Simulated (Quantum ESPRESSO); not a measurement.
## Al3MgHfTa3 (a curve over strain)

A calculation, not a measurement. The program is pw.x of Quantum ESPRESSO 7.5 (plane-wave density functional theory). The cell is made up: eight metal atoms on a hexagonal close-packed lattice, with elements, volume, strain and displacements drawn at random and not relaxed, so it may be unstable or far from any real phase. PseudoDojo standard norm-conserving files set the functional (PBE unless stated); there is no spin polarisation or spin-orbit coupling, the Fermi-Dirac width of 0.25 eV means electrons at about 2900 K, and the masses in the input are unused placeholders. Heavy elements are run without spin-orbit coupling, which real alloys of them have. A spin test at this wide smearing found no moment, but such smearing suppresses magnetism that the real alloy may have.

Seven runs add a strain to one cell (shear xy, as the tensor component); the atoms follow the cell and are not relaxed. Stress in the table is positive in tension.

Input of the run at +0.0043:

```
&control calculation='scf', pseudo_dir='./dojo.nc.sr.pbe.v0_5.standard.upf', outdir='./o', disk_io='medium', tprnfor=.true., tstress=.true. /
&system ibrav=0, nat=8, ntyp=4, nbnd=48, ecutwfc=84.00895049, nosym=.true., tot_charge=0,
 occupations='smearing', smearing='fd', degauss=0.0183746611
/
&electrons conv_thr=1.470e-08, electron_maxstep=70, mixing_beta=0.5 /
ATOMIC_SPECIES
Al 1.0 Al.upf
Hf 1.0 Hf.upf
Mg 1.0 Mg.upf
Ta 1.0 Ta.upf
CELL_PARAMETERS angstrom
-0.0025 0.0168 -4.8449
0.1038 5.2835 -0.0184
6.0639 0.1198 0.0033
ATOMIC_POSITIONS angstrom
Al 0.0584 0.0689 0.0233
Mg 3.0424 -0.0431 -0.0546
Hf 1.653 2.6721 0.0498
Al 4.6046 2.6982 -0.0921
Ta 0.0011 1.8235 -2.4683
Al 3.1058 1.8105 -2.5377
Ta 1.5419 4.49 -2.348
Ta 4.5157 4.4015 -2.4276
K_POINTS automatic
5 5 4 1 1 1
```

| added strain | free energy less that of the input shown (eV) | stress xx (GPa) | stress yy (GPa) | stress zz (GPa) | stress xy (GPa) | pressure (GPa) | iterations |
| --- | --- | --- | --- | --- | --- | --- | --- |
| -0.0240 | -0.1106 | 8.34 | 9.17 | 4.32 | 0.46 | -7.28 | 12 |
| -0.0079 | -0.0656 | 8.35 | 9.29 | 4.02 | 2.14 | -7.22 | 12 |
| -0.0047 | -0.0511 | 8.34 | 9.26 | 3.96 | 2.47 | -7.19 | 12 |
| +0.0043 | 0.0000 | 8.30 | 9.10 | 3.78 | 3.39 | -7.06 | 12 |
| +0.0079 | 0.0244 | 8.27 | 9.01 | 3.71 | 3.76 | -6.99 | 12 |
| +0.0159 | 0.0876 | 8.20 | 8.73 | 3.54 | 4.57 | -6.82 | 12 |
| +0.0226 | 0.1490 | 8.12 | 8.41 | 3.40 | 5.23 | -6.64 | 12 |

A cubic fit gives a slope of stress xy against the added strain of 103 GPa at zero added strain, with the atoms clamped. Across the table the energy follows the integral of the stress to 0.4 meV. A rerun of one of the cells at a higher cutoff and on a denser mesh moved values by no more than 0.002 eV in energy, 0.02 GPa in stress and 0.011 eV/Å in force, and a second program with other atomic files agreed on that cell to 2 % rms in force and 0.5 GPa in pressure.